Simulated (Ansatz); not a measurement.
Cd: levels along high-symmetry lines

```xyz
2
Lattice="2.9789 0.0000 0.0000 -1.4894 2.5798 0.0000 0.0000 0.0000 5.6177" Properties=species:S:1:pos:R:3 pbc="T T T"
Cd    0.0000    1.7199    1.4044
Cd    1.4894    0.8599    4.2132
```

Atom numbers follow the list: Cd1, Cd2.

The cell is COD entry 9008490, as deposited and not checked against the literature; nothing was relaxed.

Method: Ansatz 0.2.0, DFT, PBEsol, all-electron LAPW, scalar-relativistic.

Settings: a Γ-centred 16×16×7 k mesh, Fermi–Dirac smearing of 0.05 eV, basis error target 1 meV/atom, no spin polarisation.

Points in fractions of the reciprocal vectors of this cell: Γ (0, 0, 0), M (0.5, 0, 0), K (0.333, 0.333, 0), A (0, 0, 0.5), L (0.5, 0, 0.5), H (0.333, 0.333, 0.5). The path joins them by straight lines in the order Γ–M–K–Γ–A–L–H–A–L; legs that retrace an earlier one aren't tabulated. Energies are in eV from the Fermi level.

Question: Is there a gap?

Answer: none: bands cross the Fermi level, a metal.

Question: List the levels between -5 and 1.5 eV at the symmetry points.

Answer: 
Γ: -3.08, -3.04
M: -2.37, -1.86
K: 0.00 (×2), 0.39
A: none in this range
L: -1.57 (×2), 0.06 (×2)
H: 1.02 (×2), 1.49 (×2)
